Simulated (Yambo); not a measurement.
Cs2NaInF6 (space group Fm-3m, No. 225); a = b = c = 6.274 Å, α = β = γ = 60.00°. With the G0W0 scissor the direct gap on the mesh is 9.01 eV.

Q: Can the lowest exciton of this BSE run be trusted, and with what binding energy? (Yambo, LDA bands; 4×4×4 mesh, 21 valence and 6 conduction bands, static screening with 104 bands and a 3 Ry block, scissor 3.65 eV, Tamm-Dancoff.)

A: The mesh holds a bound state, but the numbers are provisional. These are vertical excitations (zero momentum); the indirect quasiparticle gap, about 8.86 eV, is smaller than the direct one (9.01 eV on the GW mesh). The lowest state lies at 7.21 eV (dark for light along x, 3 states within 2 meV), the direct quasiparticle gap on this mesh at 9.01 eV. Its binding energy, counted from that gap, is 1.79 eV; it spreads over about 50 k points of the mesh. Convergence with the mesh was not shown. The first optically allowed state is at 7.54 eV. The scissor comes from a G0W0 run whose convergence isn't established. Spin-orbit splittings are left out.

The standard potential for In keeps a d shell in the valence without the s and p states of that shell. In tests on such compounds this moved G0W0 gaps by up to about 0.9 eV, so absolute quasiparticle energies here are unreliable; differences between settings are what counts.

Geometry of the Materials Project entry, not relaxed at this level.
